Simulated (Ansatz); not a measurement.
## Phonon spectrum of In$_{2}$S

The calculation used DFT PBE, scalar-relativistic, plane waves, PAW in Ansatz. Plane waves to 420 eV; Γ-centred k mesh 12×12×8; Fermi-Dirac smearing of 0.15 eV. No spin polarisation. Phonons by linear response, acoustic sum rule imposed.

The cell, relaxed at this level:
```xyz
3
Lattice="3.9449 0.0000 0.0000 0.0000 3.9449 0.0000 0.0000 0.0000 5.4419" Properties=species:S:1:pos:R:3 pbc="T T T"
In    1.9725    0.0000    3.6003
In    0.0000    1.9725    1.8415
S     0.0000    0.0000    0.0000
```

The cell was found from a structure generator's guess, not taken from experiment. In a metal, frequencies and elastic constants depend on the k mesh and the smearing, soft modes and shear constants most. The q mesh is coarse, so values between its points are rough.

Force constants from linear response on a 2×2×1 q mesh.

Path: Γ–X–M–Γ–Z–R–A–Z | X–R | M–A. Only the points of the 2×2×1 mesh were computed; the rest is interpolation, which is rough on so few points. At q = (-0.500, -0.500, 0.000) a computed mode is imaginary, 17i cm⁻¹, so the cell is unstable at this level. Distance along the path (Å⁻¹), then the branches (cm⁻¹, negative for imaginary):
```
0.000  0 0 0 73 73 127 164 164 191
0.199  -20 7 38 71 76 124 165 170 195
0.398  -7 14 60 66 82 116 165 183 204
0.597  19 34 60 68 83 110 165 196 213
0.796  22 52 56 61 82 110 165 201 217
0.996  37 39 62 65 84 110 171 201 214
1.194  22 49 67 68 91 114 184 202 207
1.394  -10 53 67 68 97 121 198 201 203
1.593  -17 56 66 66 100 124 198 203 203
1.874  -8 51 63 76 95 118 197 198 202
2.156  -22 48 60 76 88 110 183 185 205
2.437  -28 36 42 69 79 120 170 171 198
2.719  0 0 0 73 73 127 164 164 191
2.863  13 13 21 72 72 124 165 165 192
3.008  26 26 41 68 68 116 165 165 194
3.152  37 37 58 61 61 105 165 165 196
3.296  42 42 57 57 67 98 165 165 196
3.495  41 48 56 56 74 97 165 171 199
3.694  36 45 55 64 85 96 165 183 206
3.893  27 41 56 67 90 102 165 196 214
4.093  22 39 56 66 90 106 165 201 217
4.292  30 40 62 69 91 103 171 201 215
4.491  13 57 67 75 94 103 184 202 208
4.690  -14 64 67 74 98 109 198 202 203
4.889  -17 66 66 72 100 112 200 203 203
5.170  -10 64 67 75 96 105 197 198 204
5.452  24 59 68 78 85 91 183 185 207
5.734  42 51 54 65 74 95 170 171 201
6.015  42 42 57 57 67 98 165 165 196
6.087  22 52 56 61 83 109 165 201 217
6.232  22 48 56 62 85 108 165 201 217
6.376  22 43 56 65 88 107 165 201 217
6.520  22 40 56 66 90 106 165 201 217
6.593  -17 56 66 66 100 124 198 203 203
6.737  -17 58 66 66 100 123 198 203 203
6.881  -17 63 66 66 100 119 199 203 203
7.026  -17 66 66 69 100 115 200 203 203
7.170  -17 66 66 72 100 112 200 203 203
```
